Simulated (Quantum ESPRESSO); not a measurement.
# Band energies of NaCaIrH6

```
NaCaIrH6
1.0
    0.00000     3.61304     3.61304
    3.61304     0.00000     3.61304
    3.61304     3.61304     0.00000
H Na Ca Ir
6 1 1 1
Cartesian
  1.68093   3.61304   3.61304
  3.61304   3.61304   5.54515
  5.54515   3.61304   3.61304
  3.61304   3.61304   1.68093
  3.61304   1.68093   3.61304
  3.61304   5.54515   3.61304
  5.41956   5.41956   5.41956
  1.80652   1.80652   1.80652
  0.00000   0.00000   0.00000
```

LDA (Quantum ESPRESSO, PseudoDojo norm-conserving, 88 Ry, without SOC); path ΓXWKΓLUWLK,UX; energies in eV from the valence-band maximum.

| k (1/Å) | point | band 17 | band 18 | band 19 | band 20 | band 21 | band 22 | band 23 | band 24 |
|---|---|---|---|---|---|---|---|---|---|
| 0.00 | Γ | -0.74 | -0.74 | -0.18 | -0.18 | -0.18 | 5.65 | 5.72 | 5.72 |
| 0.22 |  | -0.77 | -0.77 | -0.24 | -0.14 | -0.14 | 5.32 | 5.71 | 6.20 |
| 0.43 |  | -0.81 | -0.81 | -0.37 | -0.07 | -0.07 | 4.34 | 5.68 | 6.51 |
| 0.65 |  | -0.83 | -0.83 | -0.48 | -0.03 | -0.03 | 3.49 | 5.66 | 6.00 |
| 0.87 | X | -0.83 | -0.83 | -0.53 | -0.01 | -0.01 | 3.18 | 5.65 | 5.85 |
| 1.09 |  | -1.17 | -0.84 | -0.29 | -0.02 | -0.01 | 3.53 | 5.69 | 5.77 |
| 1.30 | W | -1.60 | -0.85 | -0.12 | -0.08 | -0.01 | 4.04 | 5.32 | 5.73 |
| 1.30 | K | -1.52 | -0.53 | -0.27 | -0.05 | 0.00 | 3.76 | 5.66 | 5.75 |
| 1.49 |  | -1.51 | -0.28 | -0.18 | -0.09 | -0.02 | 4.30 | 5.24 | 5.80 |
| 1.86 |  | -0.90 | -0.40 | -0.20 | -0.15 | -0.12 | 5.20 | 5.38 | 6.45 |
| 2.04 |  | -0.77 | -0.63 | -0.20 | -0.17 | -0.16 | 5.54 | 5.64 | 6.03 |
| 2.23 | Γ | -0.74 | -0.74 | -0.18 | -0.18 | -0.18 | 5.65 | 5.72 | 5.72 |
| 2.60 |  | -0.50 | -0.50 | -0.23 | -0.13 | -0.13 | 5.36 | 5.36 | 6.39 |
| 2.79 |  | -0.31 | -0.31 | -0.26 | -0.10 | -0.10 | 5.23 | 5.23 | 5.69 |
| 2.98 | L | -0.27 | -0.22 | -0.22 | -0.10 | -0.10 | 5.23 | 5.23 | 5.44 |
| 3.16 |  | -0.63 | -0.26 | -0.16 | -0.09 | -0.05 | 4.68 | 5.29 | 5.83 |
| 3.51 | U | -1.52 | -0.53 | -0.27 | -0.05 | 0.00 | 3.76 | 5.66 | 5.75 |
| 3.51 | W | -1.60 | -0.85 | -0.12 | -0.08 | -0.01 | 4.04 | 5.32 | 5.73 |
| 3.67 |  | -1.43 | -0.67 | -0.13 | -0.08 | -0.01 | 4.11 | 5.31 | 5.77 |
| 3.97 |  | -0.56 | -0.26 | -0.15 | -0.10 | -0.06 | 4.77 | 5.27 | 5.82 |
| 4.13 | L | -0.27 | -0.22 | -0.22 | -0.10 | -0.10 | 5.23 | 5.23 | 5.44 |
| 4.23 |  | -0.44 | -0.24 | -0.16 | -0.10 | -0.08 | 4.92 | 5.25 | 5.71 |
| 4.34 |  | -0.73 | -0.28 | -0.17 | -0.09 | -0.04 | 4.56 | 5.31 | 5.84 |
| 4.55 |  | -1.41 | -0.44 | -0.23 | -0.06 | 0.00 | 3.97 | 5.52 | 5.77 |
| 4.66 | K | -1.52 | -0.53 | -0.27 | -0.05 | 0.00 | 3.76 | 5.66 | 5.75 |
| 4.66 | U | -1.52 | -0.53 | -0.27 | -0.05 | 0.00 | 3.76 | 5.66 | 5.75 |
| 4.97 | X | -0.83 | -0.83 | -0.53 | -0.01 | -0.01 | 3.18 | 5.65 | 5.85 |

The LDA gap is 3.18 eV and nearly direct: the edges lie at K and X, the smallest direct gap within 0.02 eV of it.

Spin-orbit coupling is left out, which matters for elements this heavy: edges can move by tenths of an eV.

Geometry of the Materials Project entry, not relaxed at this level.

The structure is a Materials Project entry; no match was found in the copy of COD used, and its stability was not checked.
